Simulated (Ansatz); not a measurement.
# How far is PAW off for Zr₃Ag?

```
Zr Ag
1.0
     4.56600    0.00000    0.00000
     0.00000    4.56600    0.00000
     0.00000    0.00000    3.98600
Zr Ag
3 1
Cartesian
  2.2830 2.2830 0.0000
  0.0000 2.2830 1.9930
  2.2830 0.0000 1.9930
  0.0000 0.0000 0.0000
```

Atom numbers follow the list: Zr1, Zr2, Zr3, Ag4.

The cell comes from COD entry 1509571, which wasn't checked; take it as a given geometry.

Spin polarisation is left out, and whether a magnetic state lies lower isn't shown here.

All numbers are computed: DFT, LDA, PAW with Ansatz's default frozen-core files, scalar-relativistic (Ansatz 0.2.0); DFT, LDA, all-electron PAW with datasets made for the crystal, scalar-relativistic (Ansatz 0.2.0); DFT, LDA, all-electron LAPW, scalar-relativistic (Ansatz 0.2.0).

For PAW: a Γ-centred 7×7×8 k mesh, Fermi–Dirac smearing of 0.05 eV, cutoff 420 eV, no spin polarisation; the PAW files were made with PBE, and the program remakes their frozen cores for this functional. The crystal-made all-electron datasets (AE datasets) take a cutoff of 240 eV at this cell. LAPW targets a basis error of 1 meV/atom. The Ansatz runs share mesh, smearing and spin set-up. Plane-wave (PAW) pressures include the program's estimate of the Pulay term.

Stress and pressure are positive in compression.

Spin–orbit coupling is left out, which moves gradients at and beside heavy atoms by some per cent and at worst by a factor of two.

In a metal, gradients converge slowly with the k mesh: the values move by tens of per cent from one mesh to another, at times in sign, so only the comparison on one mesh counts.

Levels count from the Fermi level.

| quantity | PAW | AE datasets | LAPW |
| --- | --- | --- | --- |
| pressure (GPa) | -4.97 | -4.96 | -4.96 |
| stress xx (GPa) | -5.81 | -5.80 | -5.80 |
| stress zz (GPa) | -3.29 | -3.27 | -3.27 |
| highest filled level at R (eV) | -0.192 | -0.192 | -0.192 |
| lowest empty level at R (eV) | 1.183 | 1.184 | 1.184 |
| highest filled level at M (eV) | -0.307 | -0.308 | -0.308 |
| lowest empty level at M (eV) | 0.366 | 0.366 | 0.366 |
| highest filled level at X (eV) | -0.051 | -0.052 | -0.052 |
| lowest empty level at X (eV) | 0.808 | 0.809 | 0.809 |
| largest principal field gradient Vzz at Zr1 (10²¹ V/m²) | -1.69 | -1.75 | – |
| largest principal field gradient Vzz at Zr2 (10²¹ V/m²) | 3.31 | 3.26 | – |
| largest principal field gradient Vzz at Ag4 (10²¹ V/m²) | 1.13 | 1.13 | – |

PAW's pressure differs from the LAPW value by about 0.01 GPa or less.
